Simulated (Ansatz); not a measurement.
Consider the following.

Si3N4:
```cif
data_N8Si6
_chemical_formula_sum 'Si6 N8'
_space_group_name_H-M_alt 'P63/m'
_space_group_IT_number 176
_space_group_name_Hall '-P 6c'
_cell_length_a 7.60550
_cell_length_b 7.60550
_cell_length_c 2.90564
_cell_angle_alpha 90.000
_cell_angle_beta 90.000
_cell_angle_gamma 120.000
loop_
_atom_site_label
_atom_site_type_symbol
_atom_site_symmetry_multiplicity
_atom_site_Wyckoff_symbol
_atom_site_fract_x
_atom_site_fract_y
_atom_site_fract_z
_atom_site_occupancy
Si1 Si 6 h 0.40604 0.23063 0.25000 1
N1 N 2 d 0.66667 0.33333 0.25000 1
N2 N 6 h 0.03126 0.33031 0.25000 1
```

This is the r²SCAN-relaxed structure.

**Question.** All from plane-wave PAW r²SCAN (Ansatz code), unless another level is named. Estimate the zero-point energy.

**Answer.** 116.2 meV/atom.

**Question.** And the Poisson's ratio?

**Answer.** 0.28.

Space group P6_3/m. Symmetry was held in the r²SCAN relaxation; phonons on a q-mesh show no instability.

Potentials: the earlier of the program's two PAW sets.
